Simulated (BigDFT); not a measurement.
Consider a self-consistent single point of the molecule C₇H₅NO₂.

SMILES: Cc1coc(C#N)c1C=O
```xyz
15

C     -1.8723     0.5135     0.9489
C     -0.7330    -0.2509     0.3804
C     -0.5964    -1.6241     0.3375
O      0.5728    -1.9756    -0.2545
C      1.2013    -0.8214    -0.5991
C      2.4613    -0.9379    -1.2422
N      3.4940    -0.9745    -1.7704
C      0.4506     0.2780    -0.2363
C      0.8257     1.6599    -0.4556
O      0.1267     2.6090    -0.1163
H     -2.3414     1.1327     0.1778
H     -1.5309     1.1639     1.7603
H     -2.6370    -0.1575     1.3538
H     -1.2157    -2.4469     0.6709
H      1.7943     1.8319    -0.9552
```

All values come from this method and carry its errors: BLYP, Daubechies wavelet basis, HGH (Krack) norm-conserving potentials made for PBE, isolated boundary conditions run with BigDFT 1.9.6.

BigDFT settings:

```
setting                                  value
-------------------------  -------------------
basis                      Daubechies wavelets
dft.hgrids                           0.33 bohr
dft.rmult                                  5 8
dft.ixc                                -106131
psppar.Pseudopotential XC                   11
potentials                  built-in HGH-K PBE
boundary_conditions                       free
dft.gnrm_cv                              1e-04
dft.itermax                                 80
dft.idsx                                     6
dft.nrepmax                                  3
```

Problem. Estimate, at this level of theory: largest force (vector length), dipole moment and highest occupied level.

Solution. The run gave:

- Largest force (vector length) = 1.710 eV/Å
- Dipole moment = 4.19 D
- Highest occupied level = -6.30 eV

For comparison: a first run (DFT, PBE, Daubechies wavelet basis, HGH (Krack) norm-conserving potentials made for PBE, isolated boundary conditions) was changed to give this one (dft.ixc: 11 → -106131; psppar.Pseudopotential XC: default → 11), and from it to this one the largest force goes from 0.923 to 1.710 eV/Å.

The grid can part forces that symmetry would make equal. Forces above 1 eV/Å remain at this geometry. The potentials were made for another functional than the one used. The geometry comes from a cheaper method or was typed, in some cases with atoms then moved at random; it is not relaxed at this level, and the species need not be a known compound.

Cost on one core: about 110 core-seconds (a rough figure).
